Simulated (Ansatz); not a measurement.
As₂Pt:
```cif
data_As8Pt4
_chemical_formula_sum 'Pt4 As8'
_space_group_name_H-M_alt 'P 1'
_space_group_IT_number 1
_cell_length_a 5.98034
_cell_length_b 5.98034
_cell_length_c 5.98034
_cell_angle_alpha 90.000
_cell_angle_beta 90.000
_cell_angle_gamma 90.000
loop_
_space_group_symop_operation_xyz
  'x, y, z'
loop_
_atom_site_label
_atom_site_type_symbol
_atom_site_fract_x
_atom_site_fract_y
_atom_site_fract_z
_atom_site_occupancy
Pt1 Pt 0.00000 0.00000 0.00000 1
Pt2 Pt 0.50000 0.00000 0.50000 1
Pt3 Pt 0.50000 0.50000 0.00000 1
Pt4 Pt 0.00000 0.50000 0.50000 1
As1 As 0.38301 0.38301 0.38301 1
As2 As 0.11699 0.61699 0.88301 1
As3 As 0.88301 0.11699 0.61699 1
As4 As 0.61699 0.88301 0.11699 1
As5 As 0.61699 0.61699 0.61699 1
As6 As 0.88301 0.38301 0.11699 1
As7 As 0.11699 0.88301 0.38301 1
As8 As 0.38301 0.11699 0.88301 1
```

Relaxed with PBEsol. 

Q: HSE06 on this cell (Ansatz, an electronic-structure program, PAW) gives a gap of 0.70 eV. What does PBEsol give?

A: 0.21 eV.

Cost on shared cores: the PBEsol run (SCF on a 5×5×5 mesh, then bands and DOS) around 5 core-minutes (rough), the HSE06 run (SCF on 3×3×3, then a few points) about 9 core-minutes (a rough figure); the tasks are unlike.

Space group Pa-3. The PBEsol relaxation kept the symmetry of its start. No spin polarisation was allowed. Scalar-relativistic: spin–orbit coupling is off unless named, which matters more the heavier the elements.

Potentials: the later of the program's two PAW sets.

Ansatz is a plane-wave DFT program.
